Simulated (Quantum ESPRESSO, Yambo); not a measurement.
## SiC at -1.5 % isotropic strain: DFT and GW levels

```cif
data_CSi
_chemical_formula_sum 'C1 Si1'
_space_group_name_H-M_alt 'P 1'
_space_group_IT_number 1
_cell_length_a 3.03472
_cell_length_b 3.03472
_cell_length_c 3.03472
_cell_angle_alpha 60.000
_cell_angle_beta 60.000
_cell_angle_gamma 60.000
loop_
_space_group_symop_operation_xyz
  'x, y, z'
loop_
_atom_site_label
_atom_site_type_symbol
_atom_site_fract_x
_atom_site_fract_y
_atom_site_fract_z
_atom_site_occupancy
C1 C 0.00000 0.00000 0.00000 1
Si1 Si 0.75000 0.75000 0.75000 1
```

The PBEsol cell relaxed from Materials Project entry mp-8062 was given an isotropic strain of -1.5 % on all lattice vectors, and the atoms were relaxed again.

Starting point: norm-conserving PBEsol (Quantum ESPRESSO, 82 Ry, no spin-orbit coupling). G0W0 in Yambo: 6×6×6 Γ-centred k mesh, 76 bands and a 14 Ry block in the screening, 76 bands in G with the Bruneval-Gonze terminator, plasmon pole fitted at 27.2 eV.

```yaml
PBEsol gap along the band path: 1.20 eV
PBEsol gap between the mesh's edge points (Γ → X): 1.20 eV
G0W0 gap between the same points: 2.15 eV
PBEsol smallest direct gap on the mesh (at X): 4.51 eV
G0W0 direct gap at that point: 5.71 eV
```

```json
[
 {"k point": "Γ", "band": "VB", "E PBEsol (eV)": "0.00", "E QP (eV)": "-0.72", "shift (eV)": "-0.72", "Z": "0.80"},
 {"k point": "Γ", "band": "CB", "E PBEsol (eV)": "6.71", "E QP (eV)": "7.01", "shift (eV)": "0.30", "Z": "0.79"},
 {"k point": "L", "band": "VB", "E PBEsol (eV)": "-1.07", "E QP (eV)": "-1.90", "shift (eV)": "-0.83", "Z": "0.80"},
 {"k point": "L", "band": "CB", "E PBEsol (eV)": "5.78", "E QP (eV)": "6.12", "shift (eV)": "0.33", "Z": "0.81"},
 {"k point": "X", "band": "VB", "E PBEsol (eV)": "-3.31", "E QP (eV)": "-4.29", "shift (eV)": "-0.98", "Z": "0.79"},
 {"k point": "X", "band": "CB", "E PBEsol (eV)": "1.20", "E QP (eV)": "1.42", "shift (eV)": "0.23", "Z": "0.82"}
]
```

Energies count from the PBEsol valence-band maximum.

Convergence of the G0W0 settings was not tested.
